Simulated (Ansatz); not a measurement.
# Exchange in SrMnO3 by functional

```
Sr Mn O
1.0
     5.44340    0.00000    0.00000
    -2.72170    4.71412    0.00000
     0.00000    0.00000    9.07040
Sr Mn O
4 4 12
Direct
  0.00000 0.00000 0.00000
  0.00000 0.00000 0.50000
  0.33333 0.66667 0.25000
  0.66667 0.33333 0.75000
  0.33333 0.66667 0.61220
  0.66667 0.33333 0.11220
  0.33333 0.66667 0.88780
  0.66667 0.33333 0.38780
  0.81930 0.63860 0.25000
  0.18070 0.81930 0.75000
  0.36140 0.18070 0.25000
  0.18070 0.36140 0.75000
  0.81930 0.18070 0.25000
  0.63860 0.81930 0.75000
  0.50000 0.00000 0.00000
  0.50000 0.50000 0.50000
  0.00000 0.50000 0.00000
  0.50000 0.00000 0.50000
  0.50000 0.50000 0.00000
  0.00000 0.50000 0.50000
```

The same starts (parallel, antiparallel patterns that fit this cell, and no moments) were run with plane-wave PAW DFT (Ansatz 0.2.0; atoms fixed, collinear spin, no spin-orbit coupling; 6×6×3 Γ-centred mesh, fermi-dirac occupations of width 0.050 eV) at these levels: r2SCAN, 500 eV; r2SCAN with U_eff = 2.7 eV on Mn d (all-electron-ortho-atomic projectors), 500 eV.

Q: Which order does each level favour, and how strongly?

A: The runs give, at zero smearing:

| level | lowest state | mean moment on Mn (μB) | parallel less best compensated antiparallel (meV per Mn) | gain over no moments (meV per Mn) |
| --- | --- | --- | --- | --- |
| r2SCAN | antiparallel, compensated | 2.39 | +106 | 1811 |
| r2SCAN + U | antiparallel, compensated | 2.58 | +57 | 2994 |

Site moments are taken in small spheres that don't touch (radius about 0.4 of the atom's shortest bond), so those of the magnetic atoms read low. Both levels favour antiparallel moments: the difference runs from +57 to +106 meV per Mn. The U weakens the coupling, as expected where exchange goes by hopping and scales with the inverse of the on-site repulsion. The moment grows from 2.39 μB under r2SCAN to 2.58 μB under r2SCAN + U.

The cell is that of a Crystallography Open Database entry, unchanged.

Caveats: only orders that fit this cell were tried, so the true order may need a larger cell or canted moments; atoms and cell are held at the entry's values; differences under about 5 meV per magnetic atom weren't tested against a denser mesh or another U, and are taken as unresolved; the U is a value in common use, not computed for this crystal; the state without moments isn't the paramagnet, so the last column is no ordering energy, and a U inflates it.
